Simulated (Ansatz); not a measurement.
Space group Fm-3m (No. 225). a = 4.339 Å, b = 4.339 Å, c = 4.339 Å, α = 90.00°, β = 90.00°, γ = 90.00°
```json
{"atom": "Mn", "site": "4a", "symmetry": "m-3m", "x": "0.0000", "y": "0.0000", "z": "0.0000"}
{"atom": "O", "site": "4b", "symmetry": "m-3m", "x": "0.5000", "y": "0.0000", "z": "0.0000"}
```

Equation of state of this MnO structure (not necessarily the ground state), with shape and atoms relaxed at each volume where symmetry leaves them free. It has no gap at any of these volumes. Computed with DFT PBEsol, scalar-relativistic, plane waves, PAW (Ansatz 0.2.0).

Settings: cutoff 420 eV, Γ-centred mesh 16×16×16 on the computed 2-atom cell, Gaussian smearing of 0.10 eV; collinear spin.

```tsv
V (Å³/atom)	E − E(largest V) (meV/atom)	P (GPa)
9.598	0.52	7.34
9.904	-9.59	3.40
10.211	-12.91	-0.01
10.517	-9.87	-3.52
10.823	0.00	-6.48
```

Question: Fit a third-order Birch–Murnaghan equation to E(V).

Answer: V0 = 10.22 Å³/atom, B0 = 116 GPa, B0' = -1.0. B0' is unusual or poorly fixed by this range.

The cell holds one magnetic atom, so it can only be ferromagnetic; an antiferromagnetic order may lie lower.